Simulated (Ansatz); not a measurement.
Starting structure of a cell relaxation (symmetry kept):

```cif
data_structure
_symmetry_space_group_name_H-M 'Immm'
_symmetry_Int_Tables_number 71
_cell_length_a 4.8026
_cell_length_b 7.6878
_cell_length_c 9.9000
_cell_angle_alpha 90.000
_cell_angle_beta 90.000
_cell_angle_gamma 90.000
_cell_volume 365.52
loop_
_atom_site_label
_atom_site_type_symbol
_atom_site_symmetry_multiplicity
_atom_site_Wyckoff_symbol
_atom_site_fract_x
_atom_site_fract_y
_atom_site_fract_z
_atom_site_occupancy
Ba1 Ba 4 j 0.00000 0.50000 0.22021 1
Sb1 Sb 4 h 0.50000 0.70160 0.00000 1
Bi1 Bi 2 a 0.00000 0.00000 0.00000 1
```

These are results of DFT r2SCAN, scalar-relativistic, plane waves, PAW (Ansatz 0.2.0), not measurements.

Plane waves to 500 eV, a k mesh through Γ of 10×10×10 on the computed 5-atom cell and Gaussian smearing (0.10 eV); no spin polarisation.

**Question.** What does it relax to?

**Answer.** The volume rises by 0.76 Å³/atom to 37.32 Å³/atom, and the energy falls by 4.5 meV/atom. Final structure:
```cif
data_structure
_symmetry_space_group_name_H-M 'P 1'
_symmetry_Int_Tables_number 1
_cell_length_a 6.7934
_cell_length_b 6.7934
_cell_length_c 6.7934
_cell_angle_alpha 138.651
_cell_angle_beta 111.176
_cell_angle_gamma 83.573
_cell_volume 186.58
loop_
_atom_site_label
_atom_site_type_symbol
_atom_site_fract_x
_atom_site_fract_y
_atom_site_fract_z
_atom_site_occupancy
Ba1 Ba 0.72085 0.22085 0.50000 1
Ba2 Ba 0.27915 0.77915 0.50000 1
Sb1 Sb 0.70117 0.50000 0.20117 1
Sb2 Sb 0.29883 0.50000 0.79883 1
Bi1 Bi 0.00000 0.00000 0.00000 1
```

Course of the relaxation (steps run on the plane waves of an earlier cell, and the basis is chosen afresh near the end, so energy and pressure can step there; trial steps that raised the energy were taken back; energies are free energies):

```csv
step,E − E_final (meV/atom),largest force component (eV/Å),P (GPa),V (Å³/atom)
1,4.5,0.004,0.81,36.55
2,0.1,0.025,-0.08,37.39
3,0.1,0.001,-0.01,37.32
4,0.0,0.001,0.00,37.32
```

Spin–orbit coupling is left out, which can shift energies with elements as heavy as these.

Cost: 1 run of about 13 core-minutes, on Arm Neoverse V1 (shared hosts).